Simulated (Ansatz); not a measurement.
Ansatz (a first-principles code) input:

Ansatz 0.2 input:
```yaml
crystal:
  lattice:
    - [-2.7791268516, 2.7791268516, 2.7791268516]
    - [2.7791268516, -2.7791268516, 2.7791268516]
    - [2.7791268516, 2.7791268516, -2.7791268516]
  atoms:
    - { symbol: Rb, position: [0.0, 0.0, 0.0] }
kpoints:
  mp_grid: { grid: [22, 22, 22] }
hamiltonian:
  xc: pbe
  dispersion: d3bj
  pseudopotentials: { azcp: { folder: ./paw }, kind: paw }
scf:
  occupations: { method: fermi_dirac, width: 0.1 }
elastic: { mode: relaxed_ion, stencil: two_point, amplitude: 0.005, f_tol: 0.0005 }
```

Output (shortened):

```
Pseudopotential: Rb, paw, valence charge 9
Functional definition: PBE
Crystal: 1 atoms, lattice volume = 85.859 Å³
Basis set: ecut = 420 eV, 1721 PW (Γ), exchange–correlation on 72×72×72 points (8 copies of the dense FFT grid, shifted against one another)
Bands: 9, of which v1, the nominal top of the filled ones, is band 5 counted from 1 (4 counted from 0)
Symmetry: 48 space group operations
Space group: Im-3m (ITA 229), of the structure as read, at distance tolerance 4.4e-5 Å
k-points: 328 of 10648
SCF iter   1: F=—  HF=-3267.489948 eV  |F-HF|=—  |Δ(HF+E_count)|=         —  Δρ=2.77e-3  dr2=1.96e-2  ethr=3.10e-3  ⟨swp⟩=6.4  Hψ=22484  notcnv=0
preconditioner: auto → Kerker (q_TF=auto, 1.873 Å⁻¹)
SCF iter   2: F=—  HF=-3267.487799 eV  |F-HF|=—  |Δ(HF+E_count)|=   2.15e-3  Δρ=1.73e-3  dr2=8.99e-3  ethr=2.18e-4  ⟨swp⟩=1.2  Hψ=5663  notcnv=0
SCF iter   3: F=—  HF=-3267.486630 eV  |F-HF|=—  |Δ(HF+E_count)|=   1.17e-3  Δρ=7.00e-4  dr2=7.99e-4  ethr=9.98e-5  ⟨swp⟩=2.3  Hψ=4005  notcnv=0
SCF iter   4: F=—  HF=-3267.486848 eV  |F-HF|=—  |Δ(HF+E_count)|=   2.18e-4  Δρ=1.45e-4  dr2=9.52e-6  ethr=8.87e-6  ⟨swp⟩=2.2  Hψ=4453  notcnv=0
SCF iter   5: F=—  HF=-3267.486854 eV  |F-HF|=—  |Δ(HF+E_count)|=   5.77e-6  Δρ=3.33e-5  dr2=1.52e-6  ethr=1.06e-7  ⟨swp⟩=1.8  Hψ=3380  notcnv=0
SCF iter   6: F=—  HF=-3267.486853 eV  |F-HF|=—  |Δ(HF+E_count)|=   1.07e-6  Δρ=8.44e-6  dr2=9.77e-8  ethr=1.69e-8  ⟨swp⟩=2.0  Hψ=3597  notcnv=0
SCF iter   7: F=—  HF=-3267.486853 eV  |F-HF|=—  |Δ(HF+E_count)|=   1.87e-7  Δρ=1.45e-6  dr2=1.96e-9  ethr=1.09e-9  ⟨swp⟩=1.9  Hψ=3268  notcnv=0
SCF iter   8: F=—  HF=-3267.486853 eV  |F-HF|=—  |Δ(HF+E_count)|=   4.99e-9  Δρ=4.16e-7  dr2=1.06e-10  ethr=2.17e-11  ⟨swp⟩=2.1  Hψ=4431  notcnv=0
SCF iter  10: F=-3267.486853 eV  HF=-3267.486853 eV  |F-HF|=2.27e-12  |Δ(HF+E_count)|=  5.00e-12  Δρ=6.17e-9  dr2=2.38e-14  ethr=1.00e-12  ⟨swp⟩=5.4  Hψ=10331  notcnv=0
SCF 1 converged in 10 iterations: F = -3267.486853 eV  dr2 = 2.38e-14
Crystal: 1 atoms, lattice volume = 85.430 Å³
Basis set: ecut = 420 eV, 1665 PW (Γ), exchange–correlation on 72×72×72 points (8 copies of the dense FFT grid, shifted against one another)
Symmetry: 16 space group operations
k-points: 834 of 10648
iter 1 solved again at ethr=5.41e-7 eV; its pass at ethr=3.10e-3 eV (dr2=4.87e-5 eV) is discarded
SCF iter   1: F=—  HF=-3267.486845 eV  |F-HF|=—  |Δ(HF+E_count)|=         —  Δρ=1.78e-5  dr2=6.72e-7  ethr=5.41e-7  ⟨swp⟩=3.0  Hψ=68224  notcnv=0
preconditioner: auto → Kerker (q_TF=auto, 1.875 Å⁻¹)
SCF iter   2: F=—  HF=-3267.486844 eV  |F-HF|=—  |Δ(HF+E_count)|=   3.81e-7  Δρ=1.16e-5  dr2=3.37e-7  ethr=7.47e-9  ⟨swp⟩=1.9  Hψ=8762  notcnv=0
SCF iter   3: F=—  HF=-3267.486844 eV  |F-HF|=—  |Δ(HF+E_count)|=   6.25e-8  Δρ=4.15e-6  dr2=2.72e-8  ethr=3.75e-9  ⟨swp⟩=2.5  Hψ=10846  notcnv=0
SCF iter   4: F=—  HF=-3267.486844 eV  |F-HF|=—  |Δ(HF+E_count)|=   1.22e-8  Δρ=1.22e-6  dr2=1.23e-9  ethr=3.02e-10  ⟨swp⟩=1.7  Hψ=8342  notcnv=0
SCF iter   5: F=—  HF=-3267.486844 eV  |F-HF|=—  |Δ(HF+E_count)|=  5.94e-10  Δρ=3.43e-7  dr2=2.73e-10  ethr=1.37e-11  ⟨swp⟩=2.3  Hψ=10060  notcnv=0
SCF iter   6: F=—  HF=-3267.486844 eV  |F-HF|=—  |Δ(HF+E_count)|=  1.49e-10  Δρ=1.21e-7  dr2=3.65e-11  ethr=3.04e-12  ⟨swp⟩=1.6  Hψ=7987  notcnv=0
SCF iter   7: F=—  HF=-3267.486844 eV  |F-HF|=—  |Δ(HF+E_count)|=  2.14e-11  Δρ=2.63e-8  dr2=1.35e-12  ethr=4.06e-13 (applied; sched 1.00e-12)  ⟨swp⟩=1.9  Hψ=9013  notcnv=0
SCF iter   8: F=-3267.486844 eV  HF=-3267.486844 eV  |F-HF|=9.09e-13  |Δ(HF+E_count)|=  9.09e-13  Δρ=6.05e-9  dr2=6.06e-14  ethr=1.00e-12  ⟨swp⟩=3.8  Hψ=30514  notcnv=0
SCF 2 converged in 8 iterations: F = -3267.486844 eV  dr2 = 6.06e-14
Crystal: 1 atoms, lattice volume = 86.288 Å³
iter 1 solved again at ethr=1.62e-11 eV; its pass at ethr=3.10e-3 eV (dr2=1.46e-9 eV) is discarded
SCF iter   1: F=—  HF=-3267.486815 eV  |F-HF|=—  |Δ(HF+E_count)|=         —  Δρ=4.99e-6  dr2=7.02e-10  ethr=1.62e-11  ⟨swp⟩=3.4  Hψ=70371  notcnv=0
preconditioner: auto → Kerker (q_TF=auto, 1.872 Å⁻¹)
SCF iter   2: F=—  HF=-3267.486815 eV  |F-HF|=—  |Δ(HF+E_count)|=   7.17e-7  Δρ=2.52e-6  dr2=2.30e-10  ethr=7.80e-12  ⟨swp⟩=2.1  Hψ=9605  notcnv=0
SCF iter   3: F=—  HF=-3267.486816 eV  |F-HF|=—  |Δ(HF+E_count)|=   1.84e-7  Δρ=1.16e-7  dr2=1.57e-11  ethr=2.55e-12  ⟨swp⟩=2.1  Hψ=10808  notcnv=0
SCF iter   4: F=—  HF=-3267.486816 eV  |F-HF|=—  |Δ(HF+E_count)|=  1.95e-10  Δρ=2.40e-8  dr2=1.10e-12  ethr=1.74e-13 (applied; sched 1.00e-12)  ⟨swp⟩=2.6  Hψ=10777  notcnv=0
SCF iter   5: F=—  HF=-3267.486816 eV  |F-HF|=—  |Δ(HF+E_count)|=  1.36e-12  Δρ=8.91e-9  dr2=1.41e-13  ethr=1.22e-14 (applied; sched 1.00e-12)  ⟨swp⟩=1.6  Hψ=8007  notcnv=0
SCF iter   6: F=-3267.486816 eV  HF=-3267.486816 eV  |F-HF|=0.00e0  |Δ(HF+E_count)|=  4.55e-13  Δρ=2.47e-9  dr2=8.43e-15  ethr=1.00e-12  ⟨swp⟩=4.2  Hψ=22101  notcnv=0
SCF 3 converged in 6 iterations: F = -3267.486816 eV  dr2 = 8.43e-15
Crystal: 1 atoms, lattice volume = 85.858 Å³
Basis set: ecut = 420 eV, 1705 PW (Γ), exchange–correlation on 72×72×72 points (8 copies of the dense FFT grid, shifted against one another)
Symmetry: 8 space group operations
k-points: 1530 of 10648
iter 1 solved again at ethr=4.09e-7 eV; its pass at ethr=3.10e-3 eV (dr2=3.68e-5 eV) is discarded
SCF iter   1: F=—  HF=-3267.486837 eV  |F-HF|=—  |Δ(HF+E_count)|=         —  Δρ=9.10e-6  dr2=1.44e-7  ethr=4.09e-7  ⟨swp⟩=3.0  Hψ=124756  notcnv=0
preconditioner: auto → Kerker (q_TF=auto, 1.873 Å⁻¹)
SCF iter   2: F=—  HF=-3267.486838 eV  |F-HF|=—  |Δ(HF+E_count)|=   6.41e-7  Δρ=6.97e-6  dr2=9.70e-8  ethr=1.60e-9  ⟨swp⟩=2.4  Hψ=20033  notcnv=0
SCF iter   3: F=—  HF=-3267.486838 eV  |F-HF|=—  |Δ(HF+E_count)|=   1.17e-7  Δρ=4.23e-6  dr2=4.76e-9  ethr=1.08e-9  ⟨swp⟩=2.8  Hψ=21068  notcnv=0
SCF iter   4: F=—  HF=-3267.486838 eV  |F-HF|=—  |Δ(HF+E_count)|=   5.19e-8  Δρ=1.46e-6  dr2=8.74e-10  ethr=5.29e-11  ⟨swp⟩=1.7  Hψ=15668  notcnv=0
SCF iter   5: F=—  HF=-3267.486838 eV  |F-HF|=—  |Δ(HF+E_count)|=   3.46e-9  Δρ=1.14e-7  dr2=6.95e-12  ethr=9.71e-12  ⟨swp⟩=1.7  Hψ=15207  notcnv=0
SCF iter   6: F=—  HF=-3267.486838 eV  |F-HF|=—  |Δ(HF+E_count)|=  4.64e-11  Δρ=3.33e-8  dr2=3.36e-13  ethr=7.73e-14 (applied; sched 1.00e-12)  ⟨swp⟩=2.4  Hψ=21244  notcnv=0
SCF iter   7: F=-3267.486838 eV  HF=-3267.486838 eV  |F-HF|=9.09e-13  |Δ(HF+E_count)|=  9.09e-13  Δρ=5.56e-9  dr2=1.09e-14  ethr=1.00e-12  ⟨swp⟩=4.6  Hψ=42534  notcnv=0
SCF 4 converged in 7 iterations: F = -3267.486838 eV  dr2 = 1.09e-14
Crystal: 1 atoms, lattice volume = 85.858 Å³
iter 1 solved again at ethr=2.98e-12 eV; its pass at ethr=3.10e-3 eV (dr2=2.68e-10 eV) is discarded
SCF iter   1: F=—  HF=-3267.486838 eV  |F-HF|=—  |Δ(HF+E_count)|=         —  Δρ=3.05e-6  dr2=2.67e-10  ethr=2.98e-12  ⟨swp⟩=3.7  Hψ=129795  notcnv=0
preconditioner: auto → Kerker (q_TF=auto, 1.873 Å⁻¹)
SCF iter   2: F=—  HF=-3267.486838 eV  |F-HF|=—  |Δ(HF+E_count)|=   3.95e-7  Δρ=1.54e-6  dr2=9.59e-11  ethr=2.97e-12  ⟨swp⟩=1.6  Hψ=14854  notcnv=0
SCF iter   3: F=—  HF=-3267.486838 eV  |F-HF|=—  |Δ(HF+E_count)|=   6.87e-8  Δρ=9.38e-8  dr2=9.77e-12  ethr=1.07e-12  ⟨swp⟩=2.4  Hψ=18692  notcnv=0
SCF iter   4: F=—  HF=-3267.486838 eV  |F-HF|=—  |Δ(HF+E_count)|=  1.58e-10  Δρ=1.57e-8  dr2=4.17e-13  ethr=1.09e-13 (applied; sched 1.00e-12)  ⟨swp⟩=1.8  Hψ=16247  notcnv=0
SCF iter   5: F=-3267.486838 eV  HF=-3267.486838 eV  |F-HF|=0.00e0  |Δ(HF+E_count)|=  1.82e-12  Δρ=5.57e-9  dr2=4.67e-14  ethr=1.00e-12  ⟨swp⟩=4.7  Hψ=43985  notcnv=0
SCF 5 converged in 5 iterations: F = -3267.486838 eV  dr2 = 4.67e-14
SCF converged after 10 iterations
Free energy (F): -3267.486853 eV
Harris-Foulkes:  -3267.486853 eV  (|F-HF|=2.27e-12)
Internal energy: -3267.457384 eV  (E = F + TS)
E sigma→0 (E₀):  -3267.472118 eV
Entropy (-TS):   -0.029470 eV (-29.470 meV/atom)
Fermi energy:    2.208063 eV
--- Per-component energies (eV) ---
  E_band       = -116.338423
  E_kinetic    = 179.145539
  E_local      = -699.361463  (includes V_loc(G=0)·N_el)
  E_nonlocal   = 188.044875
  E_hartree    = 191.843416
  E_xc         = -122.801637
  E_vxc        = -127.557030  (∫ρ·V_xc dr)
  E_paw        = -2622.383023  (= ΣΔE_a)
  E_vpaw       = -40.297157  (= ΣTr[D̂ρ^β])
  E_aug_tail   = -0.000017  (compensation charges beyond the density's cutoff)
  E_ewald      = -381.837320
  E_disp       = -0.107754  (pairwise vdW)
  E_smearing   = -0.029470  (= −TS)
  E_closure    = 0.000000  (closes the sum)
  Σ components = -3267.486853   (vs F -3267.486853, Δ=0.00e0)
  [band-id]    e_kinetic+e_local+e_nonlocal+2·e_hartree+e_vxc+e_vpaw+e_augmentation_tail = -116.338421   (vs E_band -116.338423, Δ=1.93e-6)
--- Forces (eV/Å), atoms counted from 1 ---
  atom   1  Rb     0.00000000     0.00000000     0.00000000
  max |Σ_I F_I| component: 0.0 eV/Å
--- Stress (GPa, compression-positive) ---
       -0.005478       0.000000       0.000000
        0.000000      -0.005478       0.000000
        0.000000       0.000000      -0.005478
  P = ⅓ Tr σ = -0.0055 GPa (-0.055 kbar)
--- Band table (eV; the first three rows and the last of 328) ---
  k-point 0: bands = ["-26.6637", "-10.6992", "-10.6992", "-10.6992", "0.1594", "5.9410", "5.9410", "5.9410", "6.9142"]
  k-point 1: bands = ["-26.6635", "-10.7016", "-10.7000", "-10.6992", "0.1853", "5.9027", "5.9075", "5.9652", "6.8396"]
  k-point 2: bands = ["-26.6632", "-10.7087", "-10.7023", "-10.6992", "0.2624", "5.7836", "5.7985", "6.0373", "6.7073"]
  k-point 327: bands = ["-26.6537", "-10.7824", "-10.7824", "-10.7824", "3.4257", "3.4257", "5.6117", "5.6117", "5.6117"]
--- Elastic constants: 2 strain directions × 2 members + reference (group order 48) ---
  dense FFT box of the reference and of every strained cell: 36×36×36
  strains applied: 11, 23; error gains: componentwise 1.00 (the most a stress slope's error grows in a printed constant), spectral 1.73 (1 for all six strains …
  pairwise dispersion correction: d3bj (s6 = 1.0, s8 = 0.7875, a1 = 0.4289, a2_bohr = 4.4407), with the weights of each atom's references fixed at the …
  C = ∂σ_k/∂η_j (tension-positive GPa; Voigt order 11 22 33 23 13 12):
         3.485      2.902      2.902      0.000      0.000      0.000
         2.902      3.485      2.902      0.000      0.000      0.000
         2.902      2.902      3.485      0.000      0.000      0.000
         0.000      0.000      0.000      2.252      0.000      0.000
         0.000      0.000      0.000      0.000      2.252      0.000
         0.000      0.000      0.000      0.000      0.000      2.252
  reference stress σ⁰ (GPa):      0.005      0.005      0.005      0.000      0.000      0.000
  C* (energy form; C + prestress term) asymmetry max|C*_kj − C*_jk| = 4.441e-16 GPa — a small one proves nothing (zero by symmetry where the batch's group is …
  moduli (Voigt/Reuss/Hill, GPa): K = 3.10/3.10/3.10   G = 1.47/0.61/1.04   E = 2.80   ν = 0.349
  mechanically stable: yes (min eigenvalue of sym C = 0.58 GPa)
  where every solve meets its electron count the energy-path curvature estimates C_jj along a normal strain and C_jj − ¼(σ⁰_aa + σ⁰_bb) along a shear (ab), of …
  strain η (Voigt 11):  stress-route row diagonal C_11 = 3.49 GPa, energy-path curvature d²(F+E_count+ΔE)/dδ²/Ω₀ = 3.48 GPa
         δ    σ_11 (GPa)             F (eV)   n_scf  n_hpsi   n_pw
    -5.000e-3      -0.0122       -3267.4868443       8  165414   1693   relax 0 steps, max|allowed force component| 0.00e0 eV/Å
     5.000e-3       0.0226       -3267.4868155       6  143355   1721   relax 0 steps, max|allowed force component| 0.00e0 eV/Å
  strain η (Voigt 23):  stress-route row diagonal C_44 = 2.25 GPa, energy-path curvature d²(F+E_count+ΔE)/dδ²/Ω₀ = 2.25 GPa
         δ    σ_23 (GPa)             F (eV)   n_scf  n_hpsi   n_pw
    -5.000e-3      -0.0113       -3267.4868382       7  281910   1705   relax 0 steps, max|allowed force component| 0.00e0 eV/Å
     5.000e-3       0.0113       -3267.4868382       5  244989   1705   relax 0 steps, max|allowed force component| 0.00e0 eV/Å
```

Cost: roughly 5 core-minutes on shared cores.

The PBE+D3(BJ) relaxation kept the symmetry of its start. The pairwise dispersion correction was not fitted to metals. As this level gives no gap, shear constants depend on the k-mesh and smearing (Fermi–Dirac, 0.1 eV here). Spin–orbit coupling is left out wherever it is not named.

Potentials: the earlier of the program's two PAW sets.

Ansatz is a plane-wave DFT program.
